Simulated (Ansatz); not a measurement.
NaH:
Space group Fm-3m (No. 225); a = b = c = 4.795 Å, α = β = γ = 90.00°

```csv
atom,site,symmetry,x,y,z
Na,4a,m-3m,0.0000,0.0000,0.0000
H,4b,m-3m,0.5000,0.5000,0.5000
```
(The calculation used a cell of 2 atoms; values per cell refer to that cell.)

Relaxed with r²SCAN. Independent-particle spectrum: no excitons, no local fields, no scissors shift; 0.1 eV broadening; ε₁ of the summed bands alone.

**Question.** Tabulate the dielectric function from the program Ansatz at the r²SCAN level (PAW).

**Answer.** 

```csv
E (eV),ε₁ xx,ε₂ xx
0.0,2.80,0.00
0.5,2.81,0.00
1.0,2.85,0.00
1.5,2.90,0.00
2.0,2.99,0.00
2.5,3.11,0.00
3.0,3.29,0.00
3.5,3.55,0.00
4.0,3.96,0.00
4.5,4.68,0.00
5.0,6.36,0.00
5.5,9.60,5.91
6.0,4.13,11.29
6.5,-2.83,6.18
7.0,-1.41,3.25
7.5,-1.17,2.45
8.0,-0.96,1.79
8.5,-0.71,1.30
9.0,-0.43,0.95
9.5,-0.10,0.82
10.0,0.00,0.76
10.5,0.09,0.67
11.0,0.18,0.60
11.5,0.26,0.57
12.0,0.23,0.54
```

**Question.** From ε at 5.8 eV (xx: 6.66 + 8.90i), find n, k, the normal reflectivity and the absorption coefficient.

**Answer.** n = 2.98, k = 1.493, R = 34 %, α = 2kE/ħc = 880000 cm⁻¹.

With all bands, ε∞ without local fields is 2.86. DFPT, with local fields, gives 2.88.

Symmetry was held in the r²SCAN relaxation; phonons on a q-mesh show no instability.

Potentials: the later of the program's two PAW sets.
